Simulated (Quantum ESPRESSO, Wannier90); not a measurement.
# Tight-binding from DFT: ZrPbO3 (Amm2)

```
CELL_PARAMETERS angstrom
      4.17636     0.00000     0.00000
      0.00000     2.98069     3.06698
      0.00000    -2.98069     3.06698
ATOMIC_POSITIONS crystal
  Zr 0.50000 0.50688 0.50688
  Pb 0.00000 0.94502 0.94502
  O  0.50000 0.03203 0.56315
  O  0.50000 0.56315 0.03203
  O  0.00000 0.55991 0.55991
```

Materials Project entry mp-20337; symmetrised, unrelaxed at this level. COD (Crystallography Open Database) has the formula in 2 space groups, this one among them (matched by group alone). Method: PBEsol plane waves in Quantum ESPRESSO 7.5 (PseudoDojo norm-conserving files, 68 Ry, no spin polarisation, no spin-orbit coupling), Bloch states on a 6×4×4 mesh through Γ, Wannier90 4.0.1. Density: 8×8×8 mesh, cold smearing 0.01 Ry. Spin-orbit coupling is left out although heavy elements are present.

Functional, cutoff and mesh named above are those of the base row (1); the first column says what each row takes instead. Model: 10 functions from bands 13-22, start SCDM (isolated) (the valence bands). Energies are relative to the valence-band maximum; the misfit is to pw.x on a path, for all bands of the set. The lattice is scaled uniformly, fractional positions fixed. Ω_total can sit in another minimum from row to row; Ω_I of an isolated set cannot. A star marks runs that hit the step limit.

| scale | Ω_I (Å²) | Ω_total (Å²) | rms misfit (meV) | gap (eV) | bottom of band 13 (eV) |
|---|---|---|---|---|---|
| 0.98 | 13.53 | 13.78* | 6.7 | 2.61 | -7.56 |
| 1 | 13.67 | 13.93* | 5.9 | 2.61 | -7.25 |
| 1.02 | 13.85 | 14.12 | 5.2 | 2.58 | -7.01 |
| 1.04 | 14.06 | 14.33 | 4.6 | 2.41 | -6.95 |
